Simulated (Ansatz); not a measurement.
Here is the system:

SiC:
```cif
data_CSi
_chemical_formula_sum 'Si1 C1'
_space_group_name_H-M_alt 'P 1'
_space_group_IT_number 1
_cell_length_a 2.61947
_cell_length_b 2.61947
_cell_length_c 2.61947
_cell_angle_alpha 90.000
_cell_angle_beta 90.000
_cell_angle_gamma 90.000
loop_
_space_group_symop_operation_xyz
  'x, y, z'
loop_
_atom_site_label
_atom_site_type_symbol
_atom_site_fract_x
_atom_site_fract_y
_atom_site_fract_z
_atom_site_occupancy
Si1 Si 0.00000 0.00000 0.00000 1
C1 C 0.50000 0.50000 0.50000 1
```

This is the PBEsol-relaxed structure.

Q: All from PBEsol in the plane-wave PAW code Ansatz, unless another level is named. Give the electronic character.

A: metallic (no gap).

Q: Give the density of states at the Fermi level.

A: 0.41 states/eV per atom (mean over ±0.08 eV).

Q: Next, the formation energy from the elements (no fitted shifts)?

A: 1.74 eV/atom.

Space group Pm-3m (CsCl type). The cell is a constructed one: a structure type filled with these elements; neither database checked (COD, Materials Project) lists it. It is not the phase usual at ambient conditions (space group No. 186, 216). Symmetry was held in the PBEsol relaxation. At this level the phase is dynamically unstable (imaginary phonons). The references are the lowest solids computed at this level, not always the standard phases.

Potentials: the earlier of the program's two PAW sets. The files were generated under PBE; for other functionals the program regenerates the frozen cores, and for LDA and PBEsol the local potential too.
